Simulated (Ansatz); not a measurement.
NbAs$_{2}$:
```cif
data_As4Nb2
_chemical_formula_sum 'Nb2 As4'
_space_group_name_H-M_alt 'P 1'
_space_group_IT_number 1
_cell_length_a 4.95926
_cell_length_b 4.95926
_cell_length_c 7.77268
_cell_angle_alpha 62.506
_cell_angle_beta 117.494
_cell_angle_gamma 140.367
loop_
_space_group_symop_operation_xyz
  'x, y, z'
loop_
_atom_site_label
_atom_site_type_symbol
_atom_site_fract_x
_atom_site_fract_y
_atom_site_fract_z
_atom_site_occupancy
Nb1 Nb 0.15682 0.84318 0.19560 1
Nb2 Nb 0.84318 0.15682 0.80440 1
As1 As 0.85882 0.14118 0.47174 1
As2 As 0.14118 0.85882 0.52826 1
As3 As 0.59474 0.40526 0.89175 1
As4 As 0.40526 0.59474 0.10825 1
```

Relaxed with PBEsol.

Which orbitals make up the states near the Fermi level in plane-wave PAW PBEsol (Ansatz code)?

Within 0.5 eV of the Fermi level: Nb 4d 60 %, As 4p 35 %. Projections are on Löwdin-orthogonalised atomic valence shells; empty p or d shells of many metals are not among them.

Tabulate the density of states.

States/eV per cell of 6 atoms, in 0.25 eV bins, energy from the Fermi level.

```
E (eV)  total  As 4p  Nb 4d  As 4s
------  -----  -----  -----  -----
-7.85    0.00   0.00   0.00   0.00
-7.60    0.00   0.00   0.00   0.00
-7.35    0.00   0.00   0.00   0.00
-7.10    0.00   0.00   0.00   0.00
-6.85    0.00   0.00   0.00   0.00
-6.60    0.00   0.00   0.00   0.00
-6.35    0.02   0.01   0.00   0.00
-6.10    0.48   0.33   0.09   0.01
-5.85    1.78   1.25   0.36   0.03
-5.60    3.48   2.45   0.74   0.08
-5.35    3.38   2.32   0.71   0.12
-5.10    2.87   1.93   0.61   0.14
-4.85    2.94   2.00   0.62   0.16
-4.60    2.66   1.78   0.58   0.17
-4.35    2.74   1.85   0.58   0.17
-4.10    2.49   1.66   0.56   0.14
-3.85    2.55   1.65   0.59   0.16
-3.60    3.52   2.19   0.92   0.20
-3.35    3.41   1.99   1.06   0.18
-3.10    3.67   2.10   1.22   0.19
-2.85    3.90   2.29   1.28   0.17
-2.60    4.35   2.40   1.61   0.16
-2.35    5.43   2.91   2.16   0.15
-2.10    6.97   3.49   3.14   0.13
-1.85    6.25   3.00   2.93   0.12
-1.60    6.61   3.38   2.90   0.10
-1.35    4.79   2.43   2.13   0.07
-1.10    5.00   2.43   2.36   0.06
-0.85    3.86   1.85   1.85   0.05
-0.60    2.81   1.30   1.38   0.05
-0.35    1.35   0.59   0.70   0.02
-0.10    0.74   0.27   0.45   0.01
0.15     0.46   0.12   0.30   0.03
0.40     1.33   0.32   0.92   0.05
0.65     2.88   0.56   2.05   0.16
0.90     3.45   0.73   2.40   0.18
1.15     3.19   0.94   1.89   0.20
1.40     3.90   1.17   2.17   0.36
1.65     3.39   1.03   1.84   0.33
1.90     4.57   1.23   2.61   0.49
2.15     4.75   1.27   2.72   0.51
2.40     4.06   1.06   2.35   0.44
2.65     2.67   0.83   1.46   0.23
2.90     4.58   1.31   2.67   0.31
3.15     4.45   1.36   2.55   0.28
3.40     5.22   1.93   2.67   0.27
3.65     3.79   1.65   1.68   0.18
3.90     3.30   1.55   1.36   0.14
4.15     2.97   1.52   1.09   0.09
4.40     4.62   2.38   1.70   0.10
4.65     4.41   2.31   1.55   0.09
```

Space group C2/m. The first step of the workflow began from a Materials Project structure, measured or hypothetical; the Crystallography Open Database files this formula in space group No. 12, but the cells were not matched. Whether it is the stable phase at ambient conditions was not checked. Symmetry was held in the PBEsol relaxation; its stability against distortions is not shown here. The run is not spin-polarised. Scalar-relativistic: spin–orbit coupling is off unless named, which matters more the heavier the elements.

Potentials: the later of the program's two PAW sets.
